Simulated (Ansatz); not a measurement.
TaN (rock salt)

```
CELL_PARAMETERS angstrom
      0.00000     2.19815     2.19815
      2.19815     0.00000     2.19815
      2.19815     2.19815     0.00000
ATOMIC_POSITIONS crystal
  N  0.00000 0.00000 0.00000
  Ta 0.50000 0.50000 0.50000
```

The slice is a {111} plane (indices of the conventional cell) through the point (0.500, 0.500, 0.500) (fractional), spanned by u = [100] and v = [-1 2 0] in vectors of this cell: u (3.11 Å) and v (5.38 Å, at 90° to u). It covers one period; positions are fractions (u, v).

The numbers are results of r2SCAN (plane waves to 500 eV, PAW, scalar-relativistic; Ansatz, a program for electronic structure), not measurements. k mesh 18×18×18. Inside the PAW spheres the values are not all-electron values, and peaks at nuclei hang on which shells count as valence. Spin-orbit coupling is left out, though Ta is heavy. TaN is run without spin polarisation. TaN was relaxed with its symmetry unable to fall. This is a high-temperature form of TaN.

### Question
Predict the map of the electrostatic potential energy of an electron, from the cell's mean on the slice.

### Answer
```
|xxxx05850xxx|
|xxx0179710xx|
|xx005898500x|
|002589997510|
|667776667776|
|998520001579|
|98500xxx0058|
|9710xxxxx017|
|850xxxxxxx05|
|740xxxxxxx04|
|850xxxxxxx05|
|9710xxxxx017|
|98500xxx0058|
|997510002589|
|667776667776|
|001579998520|
|xx005898500x|
|xxx0179710xx|
|xxxx05850xxx|
|xxxx04740xxx|
```
Scale: ten equal steps from 4.00 (start of '0') to 12.57 (end of '9'), in the order '0123456789'. Values: electrostatic potential energy of an electron, from the cell's mean, in eV. The map has 12 points along u (one character each, u = 0 at the left) and 20 along v (v = 0 in the bottom row). Points within 0.9 Å of a nucleus are blanked (x), as the pseudised field means little there. Values under 4 eV are set to 4. The zero, the cell's mean, hangs on the PAW cores.
